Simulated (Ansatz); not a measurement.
Crystals of one structure type (rock salt) and one family of elements, relaxed and computed with the program Ansatz at the PBEsol level (PAW).

```
crystal  V (Å³/atom)  B₀ by P(V) fit (GPa)
-------  -----------  --------------------
BP              9.86                   174
GaP            16.46                  99.8
AlAs           18.05                  89.8
GaAs           18.65                  81.5
InAs           22.57                  71.7
GaBi           25.49                  56.3
InSb           27.50                     ?
```

**Question.** Fit a straight line to ln B₀ against ln V and predict the withheld value.

**Answer.** Least squares on the 6 shown rows: ln B₀ = -1.15 × ln V + (7.803), with a scatter of 3.6 %. For InSb this gives 54.1. The run itself gave 56.2, a miss of 3.7 % of that.

Constructed cells (a structure type filled with these elements, in neither database checked): GaBi, rock salt. Built on a structure type that need not be the filed one of that space group: AlAs, rock salt. Typed or built starts, not in the databases checked: BP, rock salt; GaP, rock salt; GaAs, rock salt. Not the usual ambient phase: BP, rock salt; GaP, rock salt; AlAs, rock salt; GaAs, rock salt; InAs, rock salt; InSb, rock salt. All cells were relaxed under the symmetry of their starts (and spin orders); stability against distortions was not tested throughout. Spin–orbit coupling is left out wherever it is not named.

Potentials: the later of the program's two PAW sets.
